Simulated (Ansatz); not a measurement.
Ti₄O₃: energy along a strain

Ti₄O₃, I4/mmm, a = 4.212 Å, c = 8.208 Å. The structure is a Materials Project entry; whether it is the stable form wasn't checked. Ansatz: PBEsol, PAW, 420 eV, Γ-centred 14×14×14 mesh on 7 atoms, Gaussian smearing 0.15 eV; no spin polarisation. Cell vectors (Å): -2.106 2.106 4.104; 2.106 -2.106 4.104; 2.106 2.106 -4.104. The cell is strained by x per cent times the pattern (0 0 0 0 1 0) in the order xx yy zz yz xz xy (engineering shears), with fractional coordinates held. y is the free energy over the start, V0 = 10.400 Å³/atom. Symmetry makes y even in x. Points with a strain past 8.5 % were computed too (4) and aren't used here.

| x (%) | y (meV/atom) |
| --- | --- |
| -7.50 | 11.57 |
| 0.00 | 0.00 |
| 1.87 | 0.71 |
| 3.75 | 2.85 |
| 5.62 | ? |

Question: Fit y = c2 x² + c4 x⁴ to the other rows, get the stiffness along the pattern, and predict the missing energy.

Answer: Least squares on the rows shown. y = 0.2018 x² + 6.973×10⁻⁵ x⁴. The clamped-ion stiffness p·C·p = 2 × 2.018 eV × 160.2 / 10.400 Å³ = 62 GPa, which is C55 in these axes. At x = 5.62 the fit asked for gives 6.44 meV/atom. The run gave 6.43 meV/atom, so the fit is 0.01 meV/atom too high, a small miss on the scale of the series.

Spin polarisation was left out, and a magnetic state may lie lower.

Cost: 9 runs of about 9.1 core-minutes in all, on Intel Xeon 6975P-C (Granite Rapids) (shared hosts).